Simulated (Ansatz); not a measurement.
# GeCl2: levels along high-symmetry lines

```yaml
crystal:
  lattice:
    - [3.94106, 0.00000, 0.00000]
    - [-1.97053, 3.41306, 0.00000]
    - [0.00000, 0.00000, 6.79133]
  atoms:
    - { symbol: Ge, position: [0.00000, 0.00000, 0.00000] }
    - { symbol: Cl, position: [0.33333, 0.66667, 0.21639] }
    - { symbol: Cl, position: [0.66667, 0.33333, 0.78361] }
```

Atom numbers follow the list: Ge1, Cl2, Cl3.

The conventional cell has a = 3.941 Å, b = 3.941 Å, c = 6.791 Å, α = 90.00°, β = 90.00°, γ = 120.00°. Ge (atom 1) has 6 Cl at 2.71 Å as nearest neighbours. Cl (atom 2) has 3 Ge at 2.71 Å as nearest neighbours.

The structure comes from a relaxation in the same program, started in the CdI2 type, and has space group P-3m1. Whether it is a known phase or the ground state wasn't checked.

All numbers below come from DFT, PBE, all-electron LAPW, scalar-relativistic in Ansatz 0.2.0.

Numerical set-up: a Γ-centred 13×13×7 k mesh, Fermi–Dirac smearing of 0.08 eV, basis error target 1 meV/atom, no spin polarisation.

Points in fractions of the reciprocal vectors of this cell: Γ (0, 0, 0), M (0.5, 0, 0), K (0.333, 0.333, 0), A (0, 0, 0.5), L (0.5, 0, 0.5), H (0.333, 0.333, 0.5). The path joins them by straight lines in the order Γ–M–K–Γ–A–L–H–A–L; legs that retrace an earlier one aren't tabulated. Energies are in eV from the top of the valence band.

(1) List the levels at M between -14 and 8 eV.

(2) List the levels at H between -14 and 8 eV.

(3) List the levels at L between -14 and 8 eV.

(4) What is the band gap?

## Answers

(1) -13.97, -13.81, -7.12, -3.90, -2.82, -2.60, -1.70, -1.69, -0.54, 3.55, 4.75, 5.21, 7.03.

(2) -13.84 (×2), -7.15, -3.60 (×2), -3.12, -1.67 (×2), 0.00, 4.49 (×2), 4.94.

(3) -13.96, -13.82, -7.12, -3.98, -2.79, -2.45, -1.73, -1.70, -0.59, 3.64, 4.82, 4.98, 7.28.

(4) 2.53 eV, indirect from H (0.333, 0.333, 0.5) to A (0, 0, 0.5).
